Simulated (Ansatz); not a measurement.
## Li₂Ca: do energies and stresses tell the same story?

Method: DFT PBEsol, scalar-relativistic, plane waves, PAW (Ansatz 0.2.0).

Cutoff 420 eV; k points 8×8×8 on the computed 6-atom cell (Γ-centred); Gaussian smearing, width 0.10 eV; no spin polarisation.

Relaxed cell: Fd-3m, a = 8.671 Å, b = 8.671 Å, c = 8.671 Å, α = 90.00°, β = 90.00°, γ = 90.00°, 6 atoms in the primitive cell. Whether it is the stable form of this composition wasn't checked.

Energies at zero smearing and pressures from the stress tensor, at volumes with shape and atoms relaxed:
```tsv
V (Å³/atom)	E − E(first) (meV/atom)	P (GPa)
23.900	0.00	2.639
24.715	-11.42	1.849
25.530	-19.07	1.158
26.345	-23.43	0.554
27.160	-24.90	0.024
27.974	-23.84	-0.440
28.789	-20.56	-0.847
29.876	-13.21	-1.313
```

Task: Check P = −dE/dV between neighbouring volumes, and get the bulk modulus from the pressures alone.

Result: With 1 eV/Å³ = 160.2 GPa:
```csv
middle V (Å³/atom),−ΔE/ΔV (GPa),mean P (GPa)
24.308,2.246,2.244
25.123,1.505,1.503
25.937,0.856,0.856
26.752,0.289,0.289
27.567,-0.208,-0.208
28.382,-0.644,-0.643
29.332,-1.084,-1.080
```

The two differ by 0.004 GPa at most. The mean of two end pressures misses the average over a step by about ΔV² P″/12, up to 0.009 GPa here; with that taken off 0.011 GPa remains. Around V = 27.160 Å³/atom, the two neighbours give B = −V ΔP/ΔV = 27.160 × 0.994 / 1.630 = 16.6 GPa, against B0 = 16.4 GPa from the Birch–Murnaghan fit of the energies.

Cost: 9 runs of about 2.5 core-minutes in all, on Arm Neoverse V1 (shared hosts).